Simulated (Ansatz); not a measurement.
# How much do the gradients of S4I2O15 depend on the method?

Cell: a computed structure from the Materials Project (it need not be an observed phase).

```cif
data_structure
_symmetry_space_group_name_H-M 'P 1'
_symmetry_Int_Tables_number 1
_cell_length_a 5.4514
_cell_length_b 6.6770
_cell_length_c 9.0782
_cell_angle_alpha 95.889
_cell_angle_beta 94.459
_cell_angle_gamma 109.144
_cell_volume 308.33
loop_
_atom_site_label
_atom_site_type_symbol
_atom_site_fract_x
_atom_site_fract_y
_atom_site_fract_z
_atom_site_occupancy
S1 S 0.71599 0.32376 0.86027 1
S2 S 0.55175 0.78865 0.23284 1
S3 S 0.36818 0.34832 0.28804 1
S4 S 0.12443 0.83464 0.64229 1
I5 I 0.05048 0.34593 0.56628 1
I6 I 0.84852 0.81666 0.95179 1
O7 O 0.88339 0.82134 0.71836 1
O8 O 0.02178 0.62173 0.52269 1
O9 O 0.93126 0.55254 0.93114 1
O10 O 0.37352 0.42328 0.45782 1
O11 O 0.71242 0.32648 0.69447 1
O12 O 0.13371 0.17929 0.23369 1
O13 O 0.33272 0.54633 0.21135 1
O14 O 0.78921 0.75125 0.17139 1
O15 O 0.33690 0.82883 0.74058 1
O16 O 0.61948 0.33881 0.27083 1
O17 O 0.16710 0.00160 0.54885 1
O18 O 0.46729 0.31133 0.90339 1
O19 O 0.61142 0.86026 0.38766 1
O20 O 0.84517 0.18325 0.91119 1
O21 O 0.43291 0.89092 0.13441 1
```

Atom numbers follow the list; atoms alike are taken as one site, whose name carries the number of the first.

First run. Computed with Ansatz: DFT, PBE, plane waves and PAW, scalar-relativistic, 420 eV cutoff, Γ-centred 5×4×3 k-points, Fermi–Dirac smearing 0.02 eV.

```tsv
site	atom	V_zz (10²¹ V/m²)	η
S1	1	5.72	0.95
S2	2	-7.94	0.84
S4	4	-5.70	0.76
I5	5	-207.4	0.10
I6	6	-213.8	0.10
O7	7	14.49	0.44
O8	8	16.93	0.74
O9	9	16.63	0.73
O10	10	15.23	0.55
O11	11	13.77	0.40
O14	14	14.14	0.64
O15	15	11.08	0.15
O17	17	12.40	0.27
O20	20	12.96	0.20
```

Second run. The same atoms and settings, except that spin–orbit coupling is included (fully relativistic PAW files).

(1) Given the first result, estimate the second.

## Answers

(1) 

```tsv
site	atom	V_zz	η	change of V_zz
S1	1	5.73	0.95	+0.01
S2	2	-7.92	0.84	+0.02
S4	4	-5.69	0.76	+0.01
I5	5	-203.4	0.10	+4.07
I6	6	-209.3	0.10	+4.55
O7	7	14.45	0.44	-0.04
O8	8	16.84	0.74	-0.09
O9	9	16.53	0.73	-0.10
O10	10	15.19	0.55	-0.04
O11	11	13.75	0.39	-0.02
O14	14	14.10	0.63	-0.04
O15	15	11.08	0.15	0.00
O17	17	12.38	0.27	-0.02
O20	20	12.94	0.20	-0.02
```

The largest change of V_zz is on I6, from -213.8 to -209.3. In per cent, |V_zz| changes by 0 on S, -2 on I, -1 to 0 on O (all sites that start above 0.5). The table leaves out 7 of the 21 sites, with |V_zz| up to 16.56; their tensors move by 0.04 at most along any direction. The statements above cover all sites.

At this cell the PBE pressure is 7 GPa, so with PBE the cell would grow if it were relaxed. The entry's cell may itself be off.
For the first run: The largest force is 1.3 eV/Å, so the atoms aren't at the calculated equilibrium and relaxing them would move these values. A computed database structure should lie near equilibrium, so this entry is doubtful.
For the second run: The largest force is 1.3 eV/Å, so the atoms aren't at the calculated equilibrium and relaxing them would move these values.
